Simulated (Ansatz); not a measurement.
Relaxed-ion elastic tensor of CuI (zinc blende, F-43m) in GPa (Voigt order), plane-wave PAW LDA (Ansatz code); density 6.28 g/cm³, 25.17 Å³ per atom.

```
      1     2     3     4     5     6
-  ----  ----  ----  ----  ----  ----
1  71.1  49.5  49.5   0.0   0.0   0.0
2  49.5  71.1  49.5   0.0   0.0   0.0
3  49.5  49.5  71.1   0.0   0.0   0.0
4   0.0   0.0   0.0  26.9   0.0   0.0
5   0.0   0.0   0.0   0.0  26.9   0.0
6   0.0   0.0   0.0   0.0   0.0  26.9
```

Q: Is the crystal mechanically stable?

A: Yes: the smallest eigenvalue of C is 21.6 GPa.

Q: Work out the Voigt, Reuss and Hill averages.

A: K_V = 56.7, K_R = 56.7, K_H = 56.7; G_V = 20.4, G_R = 16.8, G_H = 18.6 GPa.

Q: Give Young's modulus, Poisson's ratio, Pugh's ratio and the universal anisotropy index.

A: E = 9KG/(3K + G) = 50.4 GPa; ν = 0.35; K/G = 3.04 (ductile by the Pugh limit of 1.75); A_U = 5G_V/G_R + K_V/K_R − 6 = 1.07.

Q: Estimate the sound speeds and the Debye temperature.

A: v_l = √((K + 4G/3)/ρ) = 3600 m/s, v_t = √(G/ρ) = 1720 m/s, mean 1940 m/s; Θ = (h/k)(3n/4πV)^(1/3) v_m = 197 K.

Q: Give the Zener ratio and Young's modulus along [100], [110] and [111].

A: A = 2C44/(C11 − C12) = 2.49; 1/E = S11 − 2(S11 − S12 − S44/2)Γ with Γ = 0, 1/4, 1/3 gives 30.5, 52.7, 69.6 GPa.

Symmetry was held in the LDA relaxation. The run is not spin-polarised. Scalar-relativistic: spin–orbit coupling is off unless named, which matters more the heavier the elements.

Potentials: the earlier of the program's two PAW sets. The files were generated under PBE; for other functionals the program regenerates the frozen cores, and for LDA and PBEsol the local potential too.
